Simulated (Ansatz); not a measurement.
CsPbCl3 (cubic perovskite, Pm-3m), a = 5.616 Å, b = 5.616 Å, c = 5.616 Å, α = 90.00°, β = 90.00°, γ = 90.00°.

Relaxed with PBEsol.

Problem. Which orbitals make up the states near the band edges in PBEsol (plane waves, PAW; program Ansatz)?

Solution. Top 1 eV of the valence band: Cl 3p 63 %, Pb 6s 28 %, Pb 6p 7 %. Bottom 1 eV of the conduction band: Pb 6p 78 %, Cl 3p 8 %, Cl 3s 8 %, outside the projected shells 5 %. Projections are on Löwdin-orthogonalised atomic valence shells; empty p or d shells of many metals are not among them.

Problem. Tabulate the density of states.

Solution. States/eV per cell of 5 atoms, in 0.25 eV bins, energy from the valence-band maximum.

```tsv
E (eV)	total	Cl 3p	Pb 6p	Cs 6s
-7.85	1.73	0.31	0.02	0.00
-7.60	1.01	0.20	0.02	0.00
-7.35	0.46	0.08	0.01	0.00
-7.10	0.23	0.03	0.00	0.00
-6.85	0.06	0.00	0.00	0.00
-6.60	0.00	0.00	0.00	0.00
-6.35	0.00	0.00	0.00	0.00
-6.10	0.00	0.00	0.00	0.00
-5.85	0.00	0.00	0.00	0.00
-5.60	0.00	0.00	0.00	0.00
-5.35	0.00	0.00	0.00	0.00
-5.10	0.00	0.00	0.00	0.00
-4.85	0.00	0.00	0.00	0.00
-4.60	2.63	1.93	0.67	0.00
-4.35	4.34	3.22	1.03	0.00
-4.10	2.27	1.71	0.47	0.00
-3.85	2.24	1.73	0.40	0.01
-3.60	2.86	2.27	0.38	0.05
-3.35	6.92	5.94	0.36	0.38
-3.10	5.13	4.80	0.16	0.03
-2.85	11.27	10.94	0.10	0.00
-2.60	16.60	16.28	0.08	0.01
-2.35	10.09	9.86	0.07	0.01
-2.10	1.84	1.64	0.04	0.01
-1.85	1.28	0.94	0.07	0.01
-1.60	1.53	1.09	0.08	0.00
-1.35	1.17	0.78	0.08	0.00
-1.10	0.98	0.64	0.07	0.00
-0.85	0.56	0.35	0.04	0.00
-0.60	0.22	0.13	0.02	0.00
-0.35	0.08	0.05	0.01	0.00
-0.10	0.01	0.01	0.00	0.00
0.15	0.00	0.00	0.00	0.00
0.40	0.00	0.00	0.00	0.00
0.65	0.00	0.00	0.00	0.00
0.90	0.00	0.00	0.00	0.00
1.15	0.00	0.00	0.00	0.00
1.40	0.00	0.00	0.00	0.00
1.65	0.00	0.00	0.00	0.00
1.90	0.16	0.00	0.13	0.00
2.15	0.58	0.02	0.47	0.00
2.40	1.40	0.10	1.10	0.00
2.65	2.09	0.19	1.61	0.00
2.90	2.28	0.26	1.71	0.01
3.15	1.76	0.24	1.27	0.02
3.40	1.70	0.24	1.04	0.20
3.65	2.14	0.29	1.05	0.50
3.90	2.13	0.33	1.10	0.39
4.15	1.70	0.28	0.98	0.18
4.40	3.19	0.33	1.16	0.58
4.65	3.40	0.39	1.16	0.63
4.90	4.84	0.51	1.41	0.95
5.15	8.90	0.70	1.68	1.60
5.40	5.74	0.15	0.24	0.47
5.65	7.35	0.14	0.25	0.22
5.90	4.85	0.09	0.16	0.13
6.15	8.36	0.27	0.60	0.26
6.40	6.56	0.10	0.18	0.20
6.65	2.73	0.03	0.05	0.04
```

This is a known high-temperature phase of the composition, computed here at zero pressure and temperature. Symmetry was held in the PBEsol relaxation; whether a distortion lowers the energy is not shown. Spin–orbit coupling is left out wherever it is not named.

Potentials: the later of the program's two PAW sets.
